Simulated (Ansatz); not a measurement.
Input:

PbC8:
```cif
data_C8Pb
_chemical_formula_sum 'C8 Pb1'
_space_group_name_H-M_alt 'P 1'
_space_group_IT_number 1
_cell_length_a 4.92075
_cell_length_b 4.92075
_cell_length_c 6.40546
_cell_angle_alpha 90.000
_cell_angle_beta 90.000
_cell_angle_gamma 120.000
loop_
_space_group_symop_operation_xyz
  'x, y, z'
loop_
_atom_site_label
_atom_site_type_symbol
_atom_site_fract_x
_atom_site_fract_y
_atom_site_fract_z
_atom_site_occupancy
C1 C 0.16705 0.33410 0.00000 1
C2 C 0.16705 0.83295 0.00000 1
C3 C 0.66667 0.33333 0.00000 1
C4 C 0.66590 0.83295 0.00000 1
C5 C 0.33410 0.16705 0.00000 1
C6 C 0.33333 0.66667 0.00000 1
C7 C 0.83295 0.16705 0.00000 1
C8 C 0.83295 0.66590 0.00000 1
Pb1 Pb 0.00000 0.00000 0.50000 1
```

This is the PBE+D3(BJ)-relaxed structure.

Question: All from PBE+D3(BJ) (plane waves, PAW; program Ansatz), unless another level is named. Estimate the electronic character.

Answer: metallic (no gap).

Question: What about the density of states at the Fermi level?

Answer: 0.33 states/eV per atom (mean over ±0.08 eV).

Question: Predict the formation energy from the elements (no fitted shifts).

Answer: 0.25 eV/atom.

Question: Give the gap with spin–orbit coupling.

Answer: none (metallic).

Space group P6/mmm. The cell is a constructed one: a structure type filled with these elements; neither database checked (COD, Materials Project) lists it. Its standing as an ambient phase is unchecked. Symmetry was held in the PBE+D3(BJ) relaxation; its stability against distortions is not shown here. The references are the lowest solids computed at this level, not always the standard phases. Spin–orbit coupling is left out wherever it is not named.

Potentials: the later of the program's two PAW sets.
